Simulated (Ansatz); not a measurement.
Structure search: one Al2As candidate

All numbers below come from DFT PBE, scalar-relativistic, plane waves, PAW (Ansatz). Cutoff 420 eV, Gaussian smearing, Γ-centred meshes. Cell and atoms relax first on a coarse mesh and then on a finer one. In between, the cell is made exact in the group found at 0.06 Å. In metals the finer mesh still leaves noise of several meV/atom or more. The steps can't lower the symmetry of their start. No spin polarisation.

Recipe of this trial structure of Al2As: random cell by space group and Wyckoff sites (P4mm, No. 99). Its size is a rough estimate.

```xyz
3
Lattice="3.2750 0.0000 0.0000 0.0000 3.2750 0.0000 0.0000 0.0000 5.7557" Properties=species:S:1:pos:R:3 pbc="T T T"
Al    0.0000    0.0000    4.2942
Al    1.6375    1.6375    1.0540
As    0.0000    0.0000    0.6641
```

Energies over the elements count from the elements' standard structures at the same level, with no fitted energy shifts.

Task: Where does the relaxation end?

Result: The symmetry stays P4mm (No. 99). The volume per atom shrinks by 2.6 %, from 20.6 to 20.1 Å³. The shortest distance goes from 2.13 Å (Al–As) to 2.54 Å (Al–As). The ratio c/a of the conventional cell changes by a factor of 0.89. The energy falls by about 0.75 eV/atom (the start's value is from the coarse mesh). The end is written in a standard setting, so origin, axes and order of atoms can differ from the start's. Conventional cell: a = 3.370 Å, c = 5.296 Å. Al on its first site has 1 As at 2.54 Å, 1 As at 2.75 Å and 4 Al at 2.85 Å; around Al on its second site lie 4 As at 2.67 Å, 4 Al at 2.85 Å and 4 Al at 3.37 Å; As has 6 Al at 2.54–2.75 Å.

```
CELL_PARAMETERS angstrom
3.37043 0.00000 0.00000
0.00000 3.37043 0.00000
0.00000 0.00000 5.29562
ATOMIC_POSITIONS crystal
Al 0.00000 0.00000 0.61951
Al 0.50000 0.50000 0.32516
As 0.00000 0.00000 0.09991
```

Task: How does it come out in energy, and is it a metal?

Result: The formation energy is +0.11 eV/atom and the gap on the 14×14×10 mesh of the 3-atom cell is 0 eV (a metal).

It can't be a ground state, since the elements alone are lower.

The last run used Gaussian smearing of 0.10 eV. An odd number of electrons in the primitive cell allows no gap without spin; a larger cell or a magnetic state could open one. The cell is a metal run without spin; a magnetic state may lie lower. The reference form of As is held partly by dispersion forces, which this level lacks. Symmetry constrained the relaxation, so the result can be a saddle point. In all, the 3 runs took 53 s on 1 thread of AMD EPYC 9R45 96-Core Processor (Zen 5), with other jobs on the host.
